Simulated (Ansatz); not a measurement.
Mn3Cu: which magnetic state is lowest?

Method: DFT PBEsol, scalar-relativistic, plane waves, PAW in Ansatz 0.2.0.

```xyz
4
Lattice="0.0000 2.8388 2.8388 2.8388 0.0000 2.8388 2.8388 2.8388 0.0000" Properties=species:S:1:pos:R:3 pbc="T T T"
Mn    1.4194    1.4194    1.4194
Mn    4.2582    4.2582    4.2582
Mn    2.8388    2.8388    2.8388
Cu    0.0000    0.0000    0.0000
```

The plane-wave cutoff is 420 eV, the Γ-centred k-mesh is 12×12×12 and the occupation rule is Gaussian smearing, 0.1 eV. The list of starting moments (μB, in atom order) is 4 4 4 0. The check for lower electronic states after the SCF is off.

Each order was relaxed in cell and atoms. Site moments are spin moments in atom-centred spheres that scale with the neighbour distance. The states are those that the runs reached from these starts; a lower one can exist. No antiferromagnetic start is among these.

Task: Order the starts by the energy of the state that they reach, lowest first.
A. no spin
B. ferromagnetic

Result: B (0.00 meV/atom), A (62.7 meV/atom).

| start | ends | energy above lowest (meV/atom) | site moments (μB) | gap on mesh (eV) | volume (Å³/atom) |
| --- | --- | --- | --- | --- | --- |
| no spin | non-magnetic | 62.7 | none over 0.05 | metal | 10.64 |
| ferromagnetic | ferrimagnetic | 0.00 | Mn +2.10 (×2), Mn -2.29, Cu +0.13 | metal | 11.44 |

Cost: 2 runs of about 4.2 core-minutes in all, on Intel Xeon Processor @ 2.50GHz (Skylake/Cascade Lake) (shared hosts).